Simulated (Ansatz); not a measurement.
ZrB₂:
Space group P6/mmm (No. 191); a = b = 3.171 Å, c = 3.542 Å, α = β = 90.00°, γ = 120.00°

| atom | site | symmetry | x | y | z |
|---|---|---|---|---|---|
| Zr | 1a | 6/mmm | 0.0000 | 0.0000 | 0.0000 |
| B | 2d | -6m2 | 0.3333 | 0.6667 | 0.5000 |

Relaxed with PBE.

Q: Decompose the optical modes at the zone centre into irreducible representations, and say which are infrared and Raman allowed.

A: Point group 6/mmm: Γ_opt = A2u + B1g + E1u + E2g. Infrared: A2u, E1u. Raman: E2g.

Q: Assign frequencies (DFPT, PBE in the plane-wave PAW code Ansatz).

A: E1u 449, A2u 466, B1g 555, E2g 766 cm⁻¹.

Subscripts of B labels follow the axes of the standard setting.

The PBE relaxation kept the symmetry of its start; phonons on a q-mesh show no instability. The run is not spin-polarised. As this level gives no gap, phonon frequencies hold no LO–TO term and depend on the k-mesh and smearing (Fermi–Dirac, 0.1 eV here).

Potentials: the later of the program's two PAW sets.
